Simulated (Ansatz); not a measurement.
A geometry of Te away from equilibrium: step 4 of the relaxation of a relaxed Te cell shaken by Gaussian noise of σ = 0.08 Å a coordinate. Method: r2SCAN (plane waves to 500 eV, PAW, scalar-relativistic; Ansatz, a first-principles code). Γ-centred k-mesh 3×3×3 on the run's cell (coarser than for final values), Fermi–Dirac smearing 0.05 eV. The plane waves were selected for a different cell earlier on the path.

```
Te
1.0
    7.52552    -0.01742     0.01133
   -0.01742     7.54509     0.00148
    0.01133     0.00148     7.51413
Te
8
Direct
  0.18331   0.21681   0.22417
  0.69354   0.29020   0.73863
  0.83506   0.70079   0.23736
  0.28211   0.80440   0.78702
  0.96192   0.02408   0.03157
  0.47569   0.47963   0.96574
  0.04942   0.51813   0.44356
  0.47955   0.98932   0.56741
```

**Question.** Give the Cartesian forces on all atoms (eV/Å).

**Answer.** 
| atom | Fx | Fy | Fz |
|---|---|---|---|
| Te1 | 0.06 | 0.34 | 0.18 |
| Te2 | -0.93 | 0.16 | 0.25 |
| Te3 | -0.10 | 0.31 | -0.23 |
| Te4 | 0.34 | -0.53 | 0.52 |
| Te5 | -0.48 | -0.36 | 0.36 |
| Te6 | 0.37 | -0.08 | -1.00 |
| Te7 | 0.35 | -0.36 | -0.16 |
| Te8 | 0.39 | 0.51 | 0.07 |

The path ends in P4₃ (No. 78). No spin polarisation in the result. No dispersion correction is included, so spacings between layers, chains or molecules are soft and tend to come out too large.

The end of the path is a generated cell of Te: the first start was made by placing the elements on the sites of a structure type, and the end was not matched to a known phase here, so it may be hypothetical. Known forms of Te include space group No. 152.
